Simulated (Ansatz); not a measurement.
Space group P4_2/mnm (No. 136). a = 4.869 Å, b = 4.869 Å, c = 3.296 Å, α = 90.00°, β = 90.00°, γ = 90.00°
```
atom site symmetry x y z
  Mn    2a m.mm  0.0000  0.0000  0.0000
   F    4f m.2m  0.3052  0.3052  0.0000
```

Equation of state of this MnF2 structure (not necessarily the ground state), with shape and atoms relaxed at each volume where symmetry leaves them free. Computed with Ansatz 0.2.0, DFT PBEsol, scalar-relativistic, plane waves, PAW.

Settings: cutoff 420 eV, Γ-centred mesh 6×6×8 on the computed 6-atom cell, Gaussian smearing of 0.02 eV; collinear spin.

| V (Å³/atom) | E − E(largest V) (meV/atom) | P (GPa) | gap on mesh (eV) |
| --- | --- | --- | --- |
| 11.459 | 39.15 | 15.97 | 0.63 |
| 11.850 | 6.58 | 10.93 | 0.69 |
| 12.240 | -14.72 | 6.66 | 0.75 |
| 12.631 | -26.35 | 3.04 | 0.82 |
| 13.022 | -29.94 | 0.00 | 0.90 |
| 13.412 | -26.82 | -2.52 | 1.00 |
| 13.803 | -18.13 | -4.56 | 1.11 |
| 14.324 | 0.00 | -6.44 | 1.32 |

Problem. Fit a third-order Birch–Murnaghan equation to E(V).

Solution. V0 = 13.03 Å³/atom, B0 = 90 GPa, B0' = 5.2.

The state reached may not be the lowest one. The program reads another magnetic order as possibly lower. Moments started parallel, and an antiferromagnetic order may lie lower.

Cost: 8 runs of about 12 core-minutes in all, on Arm Neoverse V1 (shared hosts).